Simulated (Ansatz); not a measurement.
# TaC2: rattling a relaxed structure

The cell was found from a structure generator's guess, not taken from experiment.

Method: DFT PBE, scalar-relativistic, plane waves, PAW (Ansatz 0.2.0). Cutoff 420 eV; k points 20×20×20 on the computed 3-atom cell (Γ-centred); Gaussian smearing, width 0.10 eV; no spin polarisation.

The cell below (3 atoms, space group I4/mmm (No. 139)) is relaxed within its symmetry.

```yaml
crystal:
  lattice:
    - [-1.58570, 1.58570, 2.95430]
    - [1.58570, -1.58570, 2.95430]
    - [1.58570, 1.58570, -2.95430]
  atoms:
    - { symbol: Ta, position: [0.00000, 0.00000, 0.00000] }
    - { symbol: C, position: [0.38287, 0.38287, 0.00000] }
    - { symbol: C, position: [0.61713, 0.61713, 0.00000] }
```

For the test a repeat of it with 6 atoms (edges 3.71, 3.71, 4.49 Å) was strained at random (σ = 1.5 % a component), the atoms were moved at random (σ = 0.05 Å), and all was relaxed again on a coarse 6×6×6 mesh (in the run’s order of axes) with 0.20 eV smearing, with no symmetry imposed.

These runs have no spin–orbit coupling, which can matter for Ta. The cell is a metal run without spin; a magnetic state may lie lower.

Task: Is the structure stable against such a distortion?

Result: It returns, within 1 meV/atom of the unmoved cell on that mesh and with the same symmetry when read at 0.1 Å. So it is stable against the distortions that fit this cell and that this random move excites. Modes that don't fit the cell aren't tested.
